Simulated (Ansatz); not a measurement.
Values for one crystal, relaxed and computed with DFT-LDA in the program Ansatz with PAW potentials; other levels are named.

| Property | Value |
|---|---|
| Volume per atom | 10.81 Å³ |
| Electronic character | metallic (no gap) |
| Poisson's ratio | 0.30 |
| Hill bulk and shear moduli | 328 and 151 GPa |
| Elastic constants (relaxed ions, GPa) | C11 = 575, C12 = 186, C13 = 213, C33 = 578, C44 = 108 |
| Pressure derivative B′ | 4.1 |
| Young's modulus | 392 GPa |

Problem. Which of these materials gives this?
A. NbC, NiAs type
B. Ti3AlC, anti-perovskite
C. ScC, rock salt
D. SrNbO3, cubic perovskite

Solution. A, NbC, NiAs type

Space group P6_3/mmc (NiAs type). The first step of the workflow began from a Materials Project structure, measured or hypothetical; the Crystallography Open Database copy checked does not list it. It is not the phase usual at ambient conditions (space group No. 225). The cell was relaxed with LDA under the symmetry of its start; its stability against distortions is not shown here. No spin polarisation was allowed. As this level gives no gap, shear constants depend on the k-mesh and smearing (Fermi–Dirac, 0.1 eV here). Spin–orbit coupling is left out wherever it is not named.

Potentials: the later of the program's two PAW sets.
